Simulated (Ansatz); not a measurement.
Zincblende InAs (110), 3 layers, DFT, LDA, all-electron LAPW, scalar-relativistic (Ansatz 0.2.0), on 2 threads of Intel(R) Xeon(R) 6975P-C (Granite Rapids) (shared host).

Command: `ansatz run input.yaml --threads 2 --pin off --max-ram 4096MiB --backend cpu --events-out ev --progress --plain --runs-dir out`

```yaml
crystal:
  lattice:
    - [4.2617729329, 0.0, 0.0]
    - [0.0, 6.0270570815, 0.0]
    - [0.0, 0.0, 20.2618]
  atoms:
    - { symbol: In, position: [0.25, 0.0884780689, 0.4141598534] }
    - { symbol: As, position: [0.75, 0.868592586, 0.3825832016] }
    - { symbol: In, position: [0.75, 0.672807347, 0.5000197022] }
    - { symbol: As, position: [0.25, 0.4129259366, 0.4999810229] }
    - { symbol: In, position: [0.25, 0.0885193679, 0.585819064] }
    - { symbol: As, position: [0.75, 0.8686766937, 0.6174371558] }
kpoints:
  mp_grid: { grid: [6, 5, 1] }
scf:
  occupations: { method: fermi_dirac, width: 0.02 }
hamiltonian:
  xc: lda
  pseudopotentials: { kind: all_electron, lapw: { basis_error: 0.001 } }
output:
  forces: true
  stress: true
  eigenvalues: true
relax:
  f_tol: 0.01
  max_steps: 12
efield:
  axis: 3
  amplitude: 0
  dipole_correction: true
```

Task: How large is the problem that the program sets up?

Result: 12 irreducible k-points, 6527 plane waves at Γ, 80 bands.

Task: About how long does it take, and how much memory?

Result: 2.7 min of wall time for 11 SCF iterations over 1 geometries, with a peak of 1.4 GiB. Times on shared machines scatter by tens of per cent.
